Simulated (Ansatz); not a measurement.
**Relaxation path: Ag (hcp type)**

DFT, PBEsol, PAW with Ansatz's default frozen-core files, scalar-relativistic (Ansatz 0.2.0); a Γ-centred 15×15×8 k mesh, Fermi–Dirac smearing of 0.05 eV, no spin polarisation. The run relaxes shape and atoms at held volume.

Command: `ansatz run input.yaml --threads 1 --pin off --max-ram 2048MiB --backend cpu --events-out ev --progress --plain --runs-dir out` It took 9 s on 1 thread of Arm Neoverse V1 (shared host), peak memory 0.32 GiB.

```yaml
crystal:
  lattice:
    - [2.2626669926, 0.0, 0.0]
    - [-1.1313334963, 1.9595270959, 0.0]
    - [0.0, 0.0, 3.7598740173]
  atoms:
    - { symbol: Ag, position: [0.3333333333, 0.6666666667, 0.25] }
    - { symbol: Ag, position: [0.6666666667, 0.3333333333, 0.75] }
kpoints:
  mp_grid: { grid: [15, 15, 8] }
scf:
  occupations: { method: fermi_dirac, width: 0.05 }
hamiltonian:
  xc: pbesol
  pseudopotentials: { kind: paw }
output:
  forces: true
  stress: true
relax:
  f_tol: 0.005
  max_steps: 30
  cell: { stress_tol: 0.53, fix: [volume] }
```

Each step lists its free energy a cell above the last geometry, the pressure, the cell vectors (Å), and Cartesian positions (Å) with forces (eV/Å).

The first step:

```
step 1  dF = 9.72 meV  P = 544.1 GPa
  cell 2.2627 0.0000 0.0000  -1.1313 1.9595 0.0000  0.0000 0.0000 3.7599
  Ag 0.0000 1.3064 0.9400   0.0000 0.0000 0.0000
  Ag 1.1313 0.6532 2.8199   0.0000 0.0000 0.0000
```

The PAW files were made under PBE. The structure type is held throughout; the real material can change phase at far lower pressure. At this compression frozen-core PAW has no all-electron check here.

The symmetry of the start is kept and no stability test is made, so the end need not be the stable phase.

**Question.** Where does the relaxation end, and by which steps?

**Answer.** After 3 geometries, with conventional a, b, c = 2.272, 2.272, 3.729 Å, at 8.335 Å³/atom and 543.8 GPa in space group P6_3/mmc, with a shortest distance of 2.272 Å. The further steps:
```
step 2  dF = 0.09 meV  P = 543.8 GPa
  cell 2.2730 0.0000 0.0000  -1.1365 1.9685 0.0000  0.0000 0.0000 3.7257
  Ag 0.0000 1.3123 0.9314   0.0000 0.0000 0.0000
  Ag 1.1365 0.6562 2.7943   0.0000 0.0000 0.0000
step 3  dF = 0.00 meV  P = 543.8 GPa
  cell 2.2721 0.0000 0.0000  -1.1360 1.9677 0.0000  0.0000 0.0000 3.7287
  Ag 0.0000 1.3118 0.9322   0.0000 0.0000 0.0000
  Ag 1.1360 0.6559 2.7966   0.0000 0.0000 0.0000
step 4  dF = 0.01 meV  P = 543.8 GPa  (same geometry on a basis chosen anew; earlier energies don't compare to the last digit)
  cell 2.2721 0.0000 0.0000  -1.1360 1.9677 0.0000  0.0000 0.0000 3.7287
  Ag 0.0000 1.3118 0.9322   0.0000 0.0000 0.0000
  Ag 1.1360 0.6559 2.7966   0.0000 0.0000 0.0000
```
